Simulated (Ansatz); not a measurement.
# YSi2 in the AlB2-type structure

Method: PBEsol, scalar-relativistic; no spin polarisation; PAW, 420 eV, 10×10×8 k-mesh, Gaussian smearing of 0.05 eV; code Ansatz. The datasets are Ansatz's generated set soft_2.

```yaml
crystal:
  lattice:
    - [4.07513, 0.00000, 0.00000]
    - [-2.03756, 3.52916, 0.00000]
    - [0.00000, 0.00000, 3.88321]
  atoms:
    - { symbol: Y, position: [0.00000, 0.00000, 0.00000] }
    - { symbol: Si, position: [0.33333, 0.66667, 0.50000] }
    - { symbol: Si, position: [0.66667, 0.33333, 0.50000] }
```

The Crystallography Open Database holds a cell of this formula and space group, from which this one stands far in volume, proportions or bonds. The database's entry of this formula in the relaxed cell's space group, P6/mmm, has axes of 3.830 × 3.830 × 4.140 Å and 17.53 Å³/atom (1967), the relaxed one 4.075 × 4.075 × 3.883 Å and 18.62.

The cell above was scaled in volume, and shape and atoms were relaxed at each volume within its symmetry. Energies are counted from the cell above.

The cell is relaxed to zero pressure at this level.

```
V (Å³/atom)  ΔE (meV/atom)  P from the stress (GPa)
     17.871           9.34                     4.11
     18.244           2.28                     1.97
     18.616           0.00                     0.01
     18.988           2.15                    -1.77
     19.360           8.10                    -3.29
```

Question: Do the energies and the pressures agree? Compare −ΔE/ΔV between neighbouring points (1 meV/Å³ = 0.1602 GPa) with the mean of their pressures.

Answer: 
```json
{"interval (Å³/atom)": "17.87 to 18.24", "−ΔE/ΔV (GPa)": "3.0", "mean P (GPa)": "3.0"}
{"interval (Å³/atom)": "18.24 to 18.62", "−ΔE/ΔV (GPa)": "1.0", "mean P (GPa)": "1.0"}
{"interval (Å³/atom)": "18.62 to 18.99", "−ΔE/ΔV (GPa)": "-0.9", "mean P (GPa)": "-0.9"}
{"interval (Å³/atom)": "18.99 to 19.36", "−ΔE/ΔV (GPa)": "-2.6", "mean P (GPa)": "-2.5"}
```
They differ by 0.05 GPa at most.

Question: What do the two routes give for V0, B0 and B0′?

Answer: A third-order Birch–Murnaghan fit of the energies: V0 = 18.61 Å³/atom, B0 = 93 GPa, B0′ = 4.6. A polynomial of P in ln V, with B = −dP/d ln V at P = 0: V0 = 18.62 Å³/atom, B0 = 94 GPa, B0′ = 4.4.

B0·V0 = 93.1 GPa × 18.61 Å³ = 10.82 eV/atom sets the scale: near the minimum ΔE ≈ ½ B0 V0 x², with x = V/V0 − 1, and a pressure of 0.9 GPa squeezes the volume by about 1 %. At the ends of the curve: x = −4.0 % predicts 8.6 meV/atom and the run gives 9.3; x = +4.0 % predicts 8.7 meV/atom and the run gives 8.1. The curve is steeper than the parabola on the compressed side and flatter on the expanded side: the bulk modulus rises with pressure.

The cell is a metal with an odd number of electrons, and spin polarisation wasn't tried.
